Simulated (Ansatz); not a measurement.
A generator proposed this cell of BaIr2C4.

```yaml
crystal:
  lattice:
    - [0.00000, 3.69278, 3.69278]
    - [3.69278, 0.00000, 3.69278]
    - [3.69278, 3.69278, 0.00000]
  atoms:
    - { symbol: Ba, position: [0.25000, 0.25000, 0.25000] }
    - { symbol: Ir, position: [0.75000, 0.75000, 0.75000] }
    - { symbol: Ir, position: [0.50000, 0.50000, 0.50000] }
    - { symbol: C, position: [0.88933, 0.88933, 0.88933] }
    - { symbol: C, position: [0.88933, 0.88933, 0.33202] }
    - { symbol: C, position: [0.88933, 0.33202, 0.88933] }
    - { symbol: C, position: [0.33202, 0.88933, 0.88933] }
```

Method: DFT PBE, scalar-relativistic, plane waves, PAW (Ansatz). Settings: cutoff 420 eV, Γ-centred mesh 4×4×4 on the computed 7-atom cell, Gaussian smearing of 0.10 eV; no spin polarisation.

Energies over the elements count from the elements' standard structures at the same level, with no fitted energy shifts.

Q: How far from equilibrium is it?

A: The pressure is 12.9 GPa (it wants to expand), the largest force is 6.21 eV/Å, and the energy is +2.22 eV/atom against the elements. The shortest distance is 1.78 Å.

Q: How much does it gain on relaxing, and where does it end?

A: Relaxing gains about 1.0 eV/atom (the start's value is from the coarse mesh, so the gain is rough) in 12 ionic steps and ends at +1.20 eV/atom on the finer mesh. The symmetry stays F-43m (No. 216). The volume per atom shrinks by 12.8 %, from 14.4 to 12.5 Å³. The shortest distance goes from 1.78 Å (Ir–C) to 1.56 Å (C–C). Conventional cell: a = 7.055 Å. Around Ba lie 12 C at 2.88 Å, 4 Ir at 3.05 Å and 6 Ir at 3.53 Å; Ir on its first site has 4 C at 2.10 Å, 4 Ir at 3.05 Å, 12 C at 3.49 Å and 6 Ba at 3.53 Å; around C lie 3 C at 1.56 Å, 1 Ir at 2.10 Å, 3 Ba at 2.88 Å and 3 Ir at 3.08 Å; 1 more site not described.

The last run used a 10×10×10 mesh for its 7-atom cell and Gaussian smearing of 0.10 eV. These runs have no spin–orbit coupling, which can matter for Ir. The reference form of C is held partly by dispersion forces, which this level lacks. The relaxation can't lower the symmetry of the start. Symmetry constrained the relaxation, so the result can be a saddle point.
